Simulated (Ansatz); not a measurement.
GaAs (zinc blende)

```xyz
4
Lattice="0.0000 5.7456 5.7456 2.8728 0.0000 2.8728 2.8728 2.8728 0.0000" Properties=species:S:1:pos:R:3 pbc="T T T"
As     4.3092     4.3092     4.3092
As     4.3092     7.1820     7.1820
Ga     0.0000     0.0000     0.0000
Ga     2.8728     5.7456     2.8728
```

The atoms are displaced by Q × the pattern below (from a DFPT mode at L = (0.5, 0.0, 0.0), largest move 1; Q in Å), at fixed cell. (q is in reciprocal vectors of the primitive cell; the cell shown is doubled to hold the pattern.)

```
atom       x       y       z
----  ------  ------  ------
As1    0.577  -0.577  -0.577
As2   -0.577   0.577   0.577
Ga3    0.546  -0.546  -0.546
Ga4   -0.546   0.546   0.546
```

All values below come from PBE (plane waves to 420 eV, PAW, scalar-relativistic; Ansatz, a quantum-chemistry and plane-wave program). k mesh 5×10×10 (Γ-centred), Fermi-Dirac smearing 0.05 eV. The energy includes the smearing's −TS. As the smearing reaches across the gap at some points, energies and forces of such displacements shift with the k mesh and the smearing. GaAs was relaxed with its symmetry unable to fall. The zero of ΔE is the undisplaced structure. The last digit holds for this mesh only.

```
Q (Å)   ΔE (meV/cell)
------  -------------
-0.180          592.5
-0.150          421.0
-0.120       withheld
-0.090          156.2
-0.060           70.0
-0.030           17.6
0.000             0.0
0.030            17.6
0.060            70.0
0.090           156.2
0.120        withheld
0.150           421.0
0.180           592.5
```

Fit an even polynomial form (powers 2, 4) to the given rows and predict ΔE at Q = 0.120.

Least squares on the 11 given rows: ΔE = (19640)·Q² + (-41640)·Q⁴, in meV/cell with Q in Å; root-mean-square residual 0.13 meV/cell. At 0.120 the fit gives 274.2 meV/cell; the calculation gives 274.6 meV/cell, so the interpolation is off by -0.4 (-0.1 %). The quadratic term alone would give 282.8 meV/cell.

(For displaced atoms, the force is minus the slope of the energy, and its curvature is a force constant, which sets phonon frequencies.)
